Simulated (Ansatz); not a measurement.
An Ansatz (a quantum-chemistry and plane-wave program) input:

Ansatz 0.2 input:
```yaml
crystal:
  lattice:
    - [5.3173131354, 0.0, 0.0]
    - [-2.6586565677, 4.6049282551, 0.0]
    - [0.0, 0.0, 8.6747302649]
  atoms:
    - { symbol: Al, position: [0.3333333333, 0.6666666667, 0.0617588371] }
    - { symbol: Al, position: [0.6666666667, 0.3333333333, 0.5617588371] }
    - { symbol: P, position: [0.6666666667, 0.3333333333, 0.9369990814] }
    - { symbol: P, position: [0.3333333333, 0.6666666667, 0.4369990814] }
    - { symbol: O, position: [0.0210141144, 0.5105070572, 0.4956214138] }
    - { symbol: O, position: [0.5105070572, 0.0210141144, 0.9956214138] }
    - { symbol: O, position: [0.4894929428, 0.5105070572, 0.4956214138] }
    - { symbol: O, position: [0.9789858856, 0.4894929428, 0.9956214138] }
    - { symbol: O, position: [0.4894929428, 0.9789858856, 0.4956214138] }
    - { symbol: O, position: [0.5105070572, 0.4894929428, 0.9956214138] }
    - { symbol: O, position: [0.3333333333, 0.6666666667, 0.2611578401] }
    - { symbol: O, position: [0.6666666667, 0.3333333333, 0.7611578401] }
kpoints:
  mp_grid: { grid: [4, 4, 2] }
hamiltonian:
  xc: hse06
  pseudopotentials: { kind: paw }
scf:
  n_extra_bands: 12
  occupations: { method: fixed }
output:
  eigenvalues: true
  eigenstates:
    e_range: [-9.0, 16.2]
    kpoints:
      - [0.0, 0.0, -0.020833]  # VBM
      - [0.0, 0.0, 0.0]  # CBM
      - [0.0, 0.0, 0.0]  # GAMMA
      - [0.0, 0.0, 0.5]  # A
      - [0.3333333333, 0.3333333333, 0.0]  # K
      - [0.3333333333, 0.3333333333, 0.5]  # H
      - [0.5, 0.0, 0.0]  # M
      - [0.5, 0.0, 0.5]  # L
```

Question: How many symmetry operations and irreducible k-points will the run report?

Answer: 12 operations, 8 of 32 k-points.

Question: With a cutoff of 420 eV, how many plane waves at Γ?

Answer: 4151.

It took about 6 core-minutes (a rough figure) on shared server cores.

The points marked VBM and CBM come from a semilocal run.

Space group P6_3mc. The first step of the workflow began from a Materials Project structure, measured or hypothetical; the Crystallography Open Database files this formula in space group No. 186, but the cells were not matched. Its standing as an ambient phase is unchecked. Symmetry was held in the PBEsol relaxation; whether a distortion lowers the energy is not shown.

Potentials: the later of the program's two PAW sets.

Ansatz is a plane-wave DFT program.
